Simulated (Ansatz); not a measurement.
B₄C:
```yaml
crystal:
  lattice:
    - [4.37651, 2.79718, 0.00000]
    - [-4.37651, 2.79718, 0.00000]
    - [-2.43094, 0.00000, 4.42083]
  atoms:
    - { symbol: B, position: [0.49185, 0.50815, 0.83746] }
    - { symbol: B, position: [0.50229, 0.17583, 0.48470] }
    - { symbol: B, position: [0.82417, 0.49771, 0.48470] }
    - { symbol: B, position: [0.49389, 0.83101, 0.50461] }
    - { symbol: B, position: [0.16899, 0.50611, 0.50461] }
    - { symbol: B, position: [0.30657, 0.69343, 0.18058] }
    - { symbol: B, position: [0.69001, 0.30999, 0.81185] }
    - { symbol: B, position: [0.30322, 0.18818, 0.69479] }
    - { symbol: B, position: [0.81182, 0.69678, 0.69479] }
    - { symbol: B, position: [0.69604, 0.81744, 0.29919] }
    - { symbol: B, position: [0.18256, 0.30396, 0.29919] }
    - { symbol: B, position: [0.00052, 0.99948, 0.98905] }
    - { symbol: C, position: [0.50303, 0.49697, 0.17501] }
    - { symbol: C, position: [0.12422, 0.87578, 0.88158] }
    - { symbol: C, position: [0.87947, 0.12053, 0.10396] }
```

Relaxed with r²SCAN.

Map the electron localisation function on the plane through (0.492, 0.508, 0.837) spanned by u = [0, 0, 1] and v = [1, -1, 1] in lattice vectors, from DFT-r²SCAN in the program Ansatz with PAW potentials.

x is the fraction of u, y of v (the angle between them is 84°; rows are the nearest grid lines); atoms in the plane: B at (0.00, 0.00), B at (0.53, 0.81), B at (0.78, 0.20), B at (0.64, 0.51), C at (0.33, 0.01), C at (0.41, 0.63), C at (0.88, 0.39).
```
y \ x   0.000  0.0800  0.200  0.280  0.360  0.440  0.560  0.640  0.720  0.800  0.920   1.00
------  -----  ------  -----  -----  -----  -----  -----  -----  -----  -----  -----  -----
1.00    0.001   0.494  0.948  0.307  0.057  0.545  0.104  0.022  0.044  0.198  0.115  0.001
0.923   0.582   0.418  0.736  0.663  0.771  0.801  0.282  0.209  0.243  0.441  0.768  0.582
0.846   0.708   0.359  0.064  0.144  0.397  0.259  0.045  0.634  0.771  0.793  0.813  0.708
0.769   0.324   0.071  0.063  0.435  0.786  0.844  0.126  0.462  0.731  0.718  0.556  0.324
0.692   0.046   0.019  0.427  0.732  0.712  0.807  0.765  0.364  0.153  0.153  0.110  0.046
0.615   0.014   0.022  0.487  0.756  0.263  0.066  0.878  0.799  0.333  0.077  0.019  0.014
0.538   0.097   0.035  0.128  0.458  0.567  0.726  0.887  0.072  0.193  0.652  0.227  0.097
0.462   0.623   0.291  0.029  0.044  0.106  0.301  0.188  0.274  0.924  0.886  0.583  0.623
0.385   0.737   0.592  0.032  0.015  0.018  0.027  0.185  0.665  0.817  0.503  0.102  0.737
0.308   0.709   0.393  0.019  0.047  0.137  0.230  0.220  0.298  0.705  0.918  0.836  0.709
0.231   0.347   0.054  0.033  0.205  0.492  0.711  0.800  0.672  0.081  0.132  0.651  0.347
0.154   0.429   0.129  0.239  0.511  0.706  0.742  0.731  0.677  0.207  0.120  0.667  0.429
0.0769  0.453   0.552  0.812  0.620  0.736  0.709  0.181  0.140  0.205  0.518  0.768  0.453
0.000   0.001   0.494  0.948  0.307  0.057  0.545  0.104  0.022  0.044  0.198  0.115  0.001
```

The density is the valence pseudo-density with augmentation charge, so density and ELF within about 1 Å of a nucleus are not all-electron values.

Space group Cm. The workflow started from a Materials Project entry (that database holds measured and hypothetical structures alike); the Crystallography Open Database copy checked does not list it. Whether it is the stable phase at ambient conditions was not checked. Symmetry was held in the r²SCAN relaxation; of distortions, only those at the zone centre were tested.

Potentials: the later of the program's two PAW sets.
